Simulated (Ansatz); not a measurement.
input.yaml

```yaml
crystal:
  lattice:
    - [0.0, 2.68800207, 2.68800207]
    - [2.68800207, 0.0, 2.68800207]
    - [2.68800207, 2.68800207, 0.0]
  atoms:
    - { symbol: P, position: [0.0, 0.0, 0.0] }
    - { symbol: Ir, position: [0.25, 0.25, 0.25] }
    - { symbol: Ir, position: [0.75, 0.75, 0.75] }
basis:
  ecutwfc: 500
kpoints:
  mp_grid: { grid: [14, 14, 14] }
hamiltonian:
  xc: r2scan
scf:
  occupations: { method: gaussian, width: 0.1 }
output:
  forces: true
  stress: true
  eigenvalues: true
```

Run as
```bash
ansatz run input.yaml --threads 1 --pin off --max-ram 2560MiB --backend cpu --events-out ev --progress --plain --runs-dir out
```

Level of theory: DFT r2SCAN, scalar-relativistic, plane waves, PAW in Ansatz.

Part of what the program printed, abridged:

```
Pseudopotentials: kind: paw
Pseudopotential: P, paw, valence charge 5, recommended cutoff 500 eV (meta_gga)
Pseudopotential: Ir, paw, valence charge 17, recommended cutoff 500 eV (meta_gga)
Functional definition: r2SCAN
Crystal: 3 atoms, lattice volume = 38.844 Å³
Basis set: ecut = 500 eV, 965 PW (Γ), exchange–correlation on 120×120×120 points (64 copies of the dense FFT grid, shifted against one another)
Bands: 24, of which v1, the nominal top of the filled ones, is band 20 counted from 1 (19 counted from 0)
Symmetry: 48 space group operations
Space group: Fm-3m (ITA 225), of the structure as read, at distance tolerance 3.4e-5 Å
k-points: 104 of 2744
Initial density: superposition of atomic densities (neutral atoms: chi_scale 0, normalization atom), corrected by the library's trained network
Initial wavefunctions: pseudopotential atomic-orbital guess
Functional: x = r2scan, c = r2scan; τ floored in thin density (d = 2e-4 eV/Å³)
SCF iter   1: F=—  HF=-24657.581555 eV  |F-HF|=—  |Δ(HF+E_count)|=         —  Δρ=1.61e-2  dr2=1.17e-1  dr2_τ=2.01e-1  ethr=1.77e-3  ⟨swp⟩=5.8  Hψ=11235  notcnv=0
SCF iter   2: F=—  HF=-24657.649015 eV  |F-HF|=—  |Δ(HF+E_count)|=   6.75e-2  Δρ=7.07e-3  dr2=1.90e-2  dr2_τ=2.98e-3  ethr=2.99e-4  ⟨swp⟩=2.9  Hψ=4920  notcnv=0  defer=38
SCF iter   3: F=—  HF=-24657.648095 eV  |F-HF|=—  |Δ(HF+E_count)|=   9.20e-4  Δρ=2.24e-3  dr2=1.98e-3  dr2_τ=1.01e-4  ethr=4.87e-5  ⟨swp⟩=2.0  Hψ=3426  notcnv=0  defer=38
SCF iter   4: F=—  HF=-24657.648108 eV  |F-HF|=—  |Δ(HF+E_count)|=   1.30e-5  Δρ=5.63e-4  dr2=2.08e-4  dr2_τ=3.76e-6  ethr=5.07e-6  ⟨swp⟩=2.2  Hψ=3352  notcnv=0  defer=38
SCF iter   5: F=—  HF=-24657.648068 eV  |F-HF|=—  |Δ(HF+E_count)|=   4.04e-5  Δρ=1.72e-4  dr2=5.72e-6  dr2_τ=3.31e-6  ethr=5.34e-7  ⟨swp⟩=2.0  Hψ=3521  notcnv=0  defer=38
SCF iter   6: F=—  HF=-24657.648071 eV  |F-HF|=—  |Δ(HF+E_count)|=   3.52e-6  Δρ=4.67e-5  dr2=4.79e-7  dr2_τ=1.52e-7  ethr=1.47e-8  ⟨swp⟩=2.5  Hψ=3938  notcnv=0  defer=38
SCF iter   7: F=-24657.648071 eV  HF=-24657.648071 eV  |F-HF|=1.60e-8  |Δ(HF+E_count)|=   1.90e-7  Δρ=1.08e-5  dr2=5.27e-8  dr2_τ=2.28e-9  ethr=2.56e-10  ⟨swp⟩=7.6  Hψ=10692  notcnv=0
SCF 1 converged in 7 iterations: F = -24657.648071 eV  dr2 = 5.27e-8
SCF converged after 7 iterations
Free energy (F): -24657.648071 eV
Harris-Foulkes:  -24657.648071 eV  (|F-HF|=1.60e-8)
Internal energy: -24657.645565 eV  (E = F + TS)
E sigma→0 (E₀):  -24657.646818 eV
Entropy (-TS):   -0.002507 eV (-0.836 meV/atom)
Fermi energy:    22.988784 eV
--- Per-component energies (eV) ---
  E_band       = -216.662623
  E_kinetic    = 1343.169123
  E_local      = -2677.583985  (includes V_loc(G=0)·N_el)
  E_nonlocal   = 180.202595
  E_hartree    = 1063.909913
  E_xc         = -577.887896
  E_vxc        = -745.273732  (∫ρ·V_xc dr)
  E_paw        = -19077.432592  (= ΣΔE_a)
  E_vpaw       = -490.316135  (= ΣTr[D̂ρ^β])
  E_aug_tail   = -0.000023  (compensation charges beyond the density's cutoff)
  E_vtau       = 45.318813  (kinetic-family band-sum trace: ∫τ·v_τ [+ j·A + Jᵃ·Aᵃ] dr)
  E_ewald      = -4911.298070
  E_core_change = -0.724629  (= ΣΔE_core)
  E_smearing   = -0.002507  (= −TS)
--- Forces (eV/Å), atoms counted from 1 ---
  atom   1  P      0.00000000     0.00000000     0.00000000
  atom   2  Ir     0.00000000     0.00000000     0.00000000
  atom   3  Ir     0.00000000     0.00000000     0.00000000
--- Stress (GPa, compression-positive) ---
       35.792435       0.000000       0.000000
        0.000000      35.792435       0.000000
        0.000000       0.000000      35.792435
  P = ⅓ Tr σ = 35.7924 GPa (357.924 kbar)
--- Band table (eV; the first three rows and the last of 104) ---
  k-point 0: bands = ["-71.4758", "-71.3861", "-28.0357", "-28.0357", "-28.0357", "-27.6239", "-27.6239", "-27.6239", "6.9852", "14.0788", "14.0788", "14.0788", "15.9653", "15.9653", "22.2528", "22.2528", "22.2528", "23.9982", "25.0184", "25.0184", "28.1330", "28.1330", "28.1330", "28.4279"]
  k-point 1: bands = ["-71.4747", "-71.3873", "-28.0316", "-28.0308", "-28.0308", "-27.6304", "-27.6294", "-27.6294", "7.0630", "14.0622", "14.1314", "14.1314", "16.0330", "16.0330", "22.0871", "22.1470", "22.1470", "24.1855", "24.6561", "24.6561", "27.3901", "28.0290", "28.0291", "28.6797"]
  k-point 2: bands = ["-71.4713", "-71.3906", "-28.0195", "-28.0166", "-28.0166", "-27.6495", "-27.6456", "-27.6456", "7.2876", "14.0267", "14.2853", "14.2853", "16.2349", "16.2349", "21.6434", "21.8368", "21.8368", "23.8558", "23.8558", "24.7072", "25.9843", "28.0070", "28.0070", "28.9729"]
  k-point 103: bands = ["-71.4341", "-71.4275", "-28.1458", "-28.1260", "-27.8997", "-27.7829", "-27.5574", "-27.5452", "9.3357", "13.9978", "14.7600", "16.3852", "17.7734", "17.9766", "18.3563", "19.8093", "20.1152", "20.6744", "21.3819", "21.8027", "25.2217", "25.2466", "30.8544", "31.5845"]
```

The run converged.

It took 22 s on 1 thread of Intel(R) Xeon(R) Processor @ 2.50GHz (Skylake/Cascade Lake), with other jobs on the host, peak memory 0.52 GiB.

Spin–orbit coupling is left out, which can shift energies with elements as heavy as these.